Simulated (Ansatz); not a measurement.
Here is the system:

La2O3 (A-La2O3 type, space group P-3m1)

```xyz
5
Lattice="3.9352 0.0000 0.0000 -1.9676 3.4080 0.0000 0.0000 0.0000 6.1257" Properties=species:S:1:pos:R:3 pbc="T T T"
La     0.0000     2.2720     1.5077
La     1.9676     1.1360     4.6180
O      0.0000     0.0000     0.0000
O      0.0000     2.2720     3.9579
O      1.9676     1.1360     2.1677
```

E(V) scan at fixed shape, V₀ the volume above. The atoms relax within the cell's symmetry.

These are r2SCAN (plane waves to 500 eV, PAW, scalar-relativistic; Ansatz, a program for electronic structure) values and carry that method's errors. k mesh 10×10×6 (Γ-centred), Fermi-Dirac smearing 0.05 eV. Energies are smeared free energies. Stress and pressure are positive under compression. With the shape held, the modulus is that of even scaling; a crystal free to change shape is softer. La2O3 is run without spin polarisation. La2O3 was relaxed with its symmetry unable to fall. The PAW data are Ansatz's earlier set. ΔE is measured from the relaxed starting cell.

The scan covers V/V₀ from 0.940 to 1.060 in 9 points.

Question: What is ΔE at V/V₀ = 1.060?

Answer: 21.3 meV/atom.

Question: What is ΔE at V/V₀ = 0.940?

Answer: 26.4 meV/atom.

Question: What pressure does the cell carry at V/V₀ = 0.940?

Answer: 9.1 GPa.

(A scan under strain: stresses follow from slopes of the energy per volume, elastic moduli from its curvatures.)
